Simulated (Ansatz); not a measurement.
Optical constants of Be$_{3}$BiN

These are results of DFT PBE, scalar-relativistic, plane waves, PAW (Ansatz), not measurements. Settings: 420 eV plane-wave cutoff, Γ-centred 10×10×10 mesh, Gaussian smearing of 0.10 eV. No spin polarisation.

Equilibrium structure at this level:
```
CELL_PARAMETERS angstrom
3.86213 0.00000 0.00000
0.00000 3.86213 0.00000
0.00000 0.00000 3.86213
ATOMIC_POSITIONS crystal
Be 0.50000 0.50000 0.00000
Be 0.00000 0.50000 0.50000
Be 0.50000 0.00000 0.50000
Bi 0.00000 0.00000 0.00000
N 0.50000 0.50000 0.50000
```

The cell was built by swapping an element in a database structure (itself possibly hypothetical) and relaxing; it need not be the stable form of this composition. Spin–orbit coupling is left out, which matters for heavy elements.

Independent-particle response (no local fields, no excitons) on a 16×16×16 mesh, broadened by 0.1 eV. Light polarised along y.

(1) Tabulate ε₁ and ε₂ against photon energy.

(2) Where is the highest local maximum of ε₂ between 0.3 and 12 eV?

(3) How do the static value and the gaps compare?

## Answers

(1)
```
E (eV)      ε₁     ε₂
   0.2   -6.68   9.61
   0.6   31.05   3.29
   1.0   35.38  10.97
   1.4   35.58  17.52
   1.8   31.45  26.40
   2.2   28.17  35.70
   2.6    9.79  40.22
   3.0    0.56  36.62
   3.4   -8.10  28.72
   3.8   -8.71  22.42
   4.2  -12.52  18.48
   4.6  -11.80  10.96
   5.0   -8.47   8.35
   5.4   -6.90   6.89
   5.8   -6.21   6.06
   6.2   -5.60   4.50
   6.6   -3.35   3.93
   7.0   -3.25   4.94
   7.4   -3.51   4.46
   7.8   -3.53   4.17
   8.2   -4.33   3.32
   8.6   -3.52   2.23
   9.0   -2.62   2.07
   9.4   -2.50   1.78
   9.8   -2.14   1.65
  10.2   -2.01   1.62
  10.6   -1.77   1.35
  11.0   -1.51   1.16
  11.4   -1.15   1.18
  11.8   -1.25   1.36
```

(2) At 2.4 eV, where ε₂ = 42.8.

(3) ε₁(0) = -12726.49; on the self-consistent k mesh the Kohn–Sham gap is 0.04 eV and the least direct gap 0.42 eV.